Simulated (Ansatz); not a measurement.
## Relaxing a structure of Rh

The start is a relaxed Rh cell, doubled along one cell vector, shaken by Gaussian noise of σ = 0.08 Å a coordinate. Cell shape, volume and atoms are optimised at zero target pressure with PBEsol (plane waves to 420 eV, PAW, scalar-relativistic; Ansatz, an electronic-structure program). First-step values are on the input's coarse k-mesh.

Ansatz input (later rounds restart from its end on a renewed k-mesh):
Ansatz 0.2 input:
```yaml
crystal:
  lattice:
    - [0, 4.5127270026, 9.5305241838]
    - [1.3229132919, 0, 4.7652620919]
    - [1.3229132919, 2.2563635013, 0]
  atoms:
    - { symbol: Rh, position: [0.0491482646, 0.1612229773, 0.8528502643] }
    - { symbol: Rh, position: [0.5670378599, 0.1019401401, 0.9037433717] }
    - { symbol: Rh, position: [0.4788010187, 0.8083589553, 0.0929803657] }
    - { symbol: Rh, position: [0.9674370144, 0.8300407097, 0.0488294184] }
basis: { ecutwfc: 420, ecutrho_ratio: 4, xc_grid: 2, fft_grid_basis: typed }
kpoints: { mp_grid: { grid: [7, 14, 14] } }
hamiltonian:
  xc: pbesol
  dispersion: none
  pseudopotentials: { azcp: { folder: ./paw }, kind: paw }
scf: { occupations: { method: fermi_dirac, width: 0.05 } }
relax: { f_tol: 0.01, max_steps: 100, cell: { stress_tol: 0.02 } }
output: { forces: true, stress: true }
```

Q: What pressure does the first self-consistent step give?

A: +6.8 GPa (positive: the cell is compressed).

Q: What is the largest force in the starting geometry, and on which atom (counted from 1)?

A: 3.16 eV/Å, on Rh2 (atoms numbered as listed).

Q: By how much does the energy per atom fall from start to end?

A: 0.28 eV/atom.

Q: How does the volume per atom move from start to end?

A: -1.2 %, from 14.22 to 14.06 Å³/atom.

Q: Does it find its way back to the structure it was made from?

A: It does not go back: it reaches R-3m (No. 166), 0.14 eV/atom below the parent.

Q: What band gap does the relaxed structure have at this level?

A: Zero (metallic).

Q: Give the final cell and atomic positions.

A: 
Space group R-3m, hexagonal axes (No. 166); a = b = 2.646 Å, c = 13.909 Å, α = β = 90.00°, γ = 120.00°

```json
[
 {"atom": "Rh", "site": "6c", "symmetry": "3m", "x": "0.0000", "y": "0.0000", "z": "0.0884"}
]
```
(The calculation used a cell of 2 atoms; values per cell refer to that cell.)

Final values are on a 20×20×20 k-mesh of the relaxed cell. No spin polarisation in the result.

The relaxed structure here is a generated cell of Rh: the first start was made by placing the elements on the sites of a structure type, and the end was not matched to a known phase here, so it may be hypothetical. Known forms of Rh include space group No. 225.
